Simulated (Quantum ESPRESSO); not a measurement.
**Convergence of NMR parameters in SrO**

```yaml
crystal:
  lattice:
    - [0.00000, 2.58379, 2.58379]
    - [2.58379, 0.00000, 2.58379]
    - [2.58379, 2.58379, 0.00000]
  atoms:
    - { symbol: Sr, position: [0.50000, 0.50000, 0.50000] }
    - { symbol: O, position: [0.00000, 0.00000, 0.00000] }
```
Geometry: a computed entry of the Materials Project; it was not checked against measured cells. It is SrO in Fm-3m. Stability against distortions was not tested.

Method: σ by PBE GIPAW (a modified build of Quantum ESPRESSO, JTH PAW datasets). The cutoff rises from row to row, with the meshes as listed. Costs are rough, from a shared machine. Shieldings are absolute and leave out the bulk-susceptibility term; a larger σ means a smaller chemical shift. Spin–orbit coupling is left out; its weight grows with the heaviest atom, Sr here.

```
setting  cutoff (Ha)         k-mesh  σ_iso Sr (ppm)  σ_iso O (ppm)  f-sum rule missed by (%)  rough cost ratio
-------  -----------  -------------  --------------  -------------  ------------------------  ----------------
A               17.5  4×4×4 shifted          2626.5         -212.1                      0.12           about 1
B               22.5  6×6×6 shifted          2623.2         -216.2                      0.00                 5
C               32.5  8×8×8 shifted          2623.3         -216.0                      0.00                10
```

Largest change from the last row but one to the last: σ_iso O (ppm) by 0.2.
